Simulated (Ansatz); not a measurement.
**CdAg: zone-centre modes at 3 GPa**

Computed with DFT LDA, scalar-relativistic, plane waves, PAW in Ansatz. Cutoff 420 eV, 14×14×14 k-points (Γ-centred), Fermi-Dirac smearing of 0.15 eV. No spin polarisation. Phonons by linear response, acoustic sum rule imposed.

The cell, relaxed at 3 GPa:
```yaml
crystal:
  lattice:
    - [3.23678, 0.00000, 0.00000]
    - [0.00000, 3.23678, 0.00000]
    - [0.00000, 0.00000, 3.23678]
  atoms:
    - { symbol: Cd, position: [0.50000, 0.50000, 0.50000] }
    - { symbol: Ag, position: [0.00000, 0.00000, 0.00000] }
```

In a metal, frequencies and elastic constants depend on the k mesh and the smearing, soft modes and shear constants most.

Optical modes at Γ; i marks an imaginary frequency:
```json
{"frequency (THz)": "4.63", "degeneracy": "3"}
```

All 3 optical modes at Γ are real: no displacement of atoms at fixed cell lowers the energy to second order. Strains and modes at other wave vectors aren't tested by this run.

Cost: 1 run of about 0.84 core-minutes, on Arm Neoverse V2 (shared hosts).